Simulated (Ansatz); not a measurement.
**Pressure against volume in K4As**

The structure comes from a generated guess, relaxed at this level; another structure or a mixture of phases may lie lower.

Method: Ansatz, DFT PBE, scalar-relativistic, plane waves, PAW. Cutoff 420 eV, Γ-centred 8×8×6 mesh (5-atom cell), Gaussian smearing of 0.10 eV, no spin polarisation.

```
K As
1.0
     5.72155    0.00000    0.00000
     0.00000    5.72155    0.00000
     0.00000    0.00000    8.37962
K As
4 1
Direct
  0.50000 0.00000 0.21801
  0.00000 0.50000 0.78199
  0.50000 0.00000 0.78199
  0.00000 0.50000 0.21801
  0.00000 0.00000 0.00000
```

The cell was set to several volumes, with shape and atoms relaxed at each where symmetry leaves them free. Pressure is positive in compression, and energies count from the lowest row. No row has a gap on its mesh.

```
row  V (Å³/atom)  P (GPa)  ΔE (meV/atom)
  1       48.280     0.88           15.8
  2       49.926        ?              ?
  3       51.571     0.36            3.4
  4       53.217     0.16            0.8
  5       54.863     0.00            0.0
  6       56.509    -0.15            0.8
  7       58.155    -0.26            2.9
  8       60.350    -0.36            7.1
```

Q: Find B = −V·ΔP/ΔV from rows 4 and 6 and from rows 1 and 3, and from the two its slope B′ and its value B0 at zero pressure.

A: Rows 4 and 6 give −(53.217 + 56.509)/2 × (-0.15 − (0.16))/(56.509 − 53.217) = 5.2 GPa at a mean pressure of 0.01 GPa. Rows 1 and 3 give −(48.280 + 51.571)/2 × (0.36 − (0.88))/(51.571 − 48.280) = 7.9 GPa at a mean pressure of 0.62 GPa. So B′ = (7.9 − 5.2)/(0.62 − (0.01)) = 4.43 and B0 = 5.2 − 4.43 × (0.01) = 5.2 GPa. A third-order Birch–Murnaghan fit to all the energies gives B0 = 5.0 GPa and B′ = 5.3.

Q: Estimate the pressure and energy of row 2.

A: From row 5, V0 = 54.863 × (1 + (0.00)/5.2) = 54.863 Å³/atom. Murnaghan's form P = (B0/B′)·[(V0/V)^B′ − 1] gives (5.2/4.43) × [(54.863/49.926)^4.43 − 1] = 0.61 GPa; the computed pressure is 0.60 GPa, so the estimate is off by +0.01 GPa. The work of compression from row 3, with the mean of the two pressures, gives ΔE = 3.4 + (0.61 + 0.36)/2 × (51.571 − 49.926)/160.2 × 1000 = 8.4 meV/atom (1 eV/Å³ = 160.2 GPa); the computed value is 8.3 meV/atom.

The cell is a metal run without spin; a magnetic state may lie lower. All volumes keep the k mesh of the relaxed cell. Symmetry constrained the relaxation, so the result can be a saddle point.
